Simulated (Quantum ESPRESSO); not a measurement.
## Kohn-Sham bands of TaAs (I4₁md)

```xyz
4
Lattice="0.0000 -3.4436 0.0000 3.4436 0.0000 0.0000 -1.7218 1.7218 5.8679" Properties=species:S:1:pos:R:3 pbc="T T T"
Ta    -1.7218     0.0000     2.9336
Ta     1.7218    -1.7218    -0.0004
As     1.7218     0.0000    -1.9642
As     0.0000     0.0000     0.9697
```

Structure: Materials Project mp-1936, symmetrised, not relaxed again. Not found in the COD (Crystallography Open Database) copy used; not checked further. Computed values, not measurements, from PBEsol: Quantum ESPRESSO (norm-conserving PseudoDojo potentials, cutoff 68 Ry, spinors with spin-orbit coupling) on a Γ-centred 4×4×4 mesh, then Wannier90. Density: 10×10×10 mesh, cold smearing 0.01 Ry.

Task: List the Kohn-Sham levels between −8 and 3.0 eV relative to the Fermi level at the high-symmetry points, as a band run of pw.x on that density gives them (levels within 2 meV counted together).

Result: 
```tsv
point	k (reciprocal lattice)	levels (eV)
Γ	0.000 0.000 0.000	-7.01 (×2), -3.16 (×2), -2.59 (×2), -2.46 (×2), -2.39 (×2), -1.98 (×2), -1.76 (×2), -1.56 (×2), 0.92 (×2), 1.58 (×2), 2.29 (×2)
X	-0.500 0.500 0.000	-5.71 (×2), -5.54 (×2), -5.13 (×2), -5.11 (×2), -3.28 (×2), -3.22 (×2), -1.20 (×2), -1.11 (×2), 2.73 (×2), 2.75 (×2), 2.95 (×2)
P	-0.500 0.500 0.250	-5.74, -5.65 (×2), -5.55, -5.23, -5.13, -5.00 (×2), -3.34 (×2), -3.24, -3.13, -1.22 (×2), -1.13, -1.03, 2.73 (×2), 2.75, 2.80, 2.89
N	0.000 0.500 0.000	-7.25 (×2), -6.24 (×2), -3.88 (×2), -3.45 (×2), -2.50 (×2), -2.33 (×2), -1.63 (×2), -0.32 (×2), 0.15 (×2), 1.34 (×2), 2.21 (×2), 2.47 (×2), 3.00 (×2)
M	0.000 0.000 0.500	-4.60 (×4), -2.92 (×4), -2.83 (×4), -0.96 (×4), 1.21 (×4), 2.27 (×4)
S	0.000 0.457 0.272	-7.37, -7.28, -6.03, -6.03, -3.91, -3.77, -3.42, -3.41, -2.53, -2.48, -2.46, -2.37, -1.83, -1.75, -0.29, -0.03, 0.05, 0.16, 1.64, 1.71, 2.10, 2.16, 2.38, 2.63, 2.74, 2.98
S_0	0.000 0.543 -0.272	-7.37, -7.28, -6.03, -6.03, -3.91, -3.77, -3.42, -3.41, -2.53, -2.48, -2.46, -2.37, -1.83, -1.75, -0.29, -0.03, 0.05, 0.16, 1.64, 1.71, 2.10, 2.16, 2.38, 2.63, 2.74, 2.98
R	-0.457 0.543 -0.043	-5.75 (×2), -5.61 (×2), -5.10 (×2), -5.02 (×2), -3.26 (×2), -3.18 (×2), -1.22 (×2), -1.13 (×2), 2.54 (×2), 2.64 (×2), 2.89 (×2)
G	-0.457 0.457 0.500	-5.75 (×2), -5.61 (×2), -5.10 (×2), -5.02 (×2), -3.26 (×2), -3.18 (×2), -1.22 (×2), -1.13 (×2), 2.54 (×2), 2.64 (×2), 2.89 (×2)
```
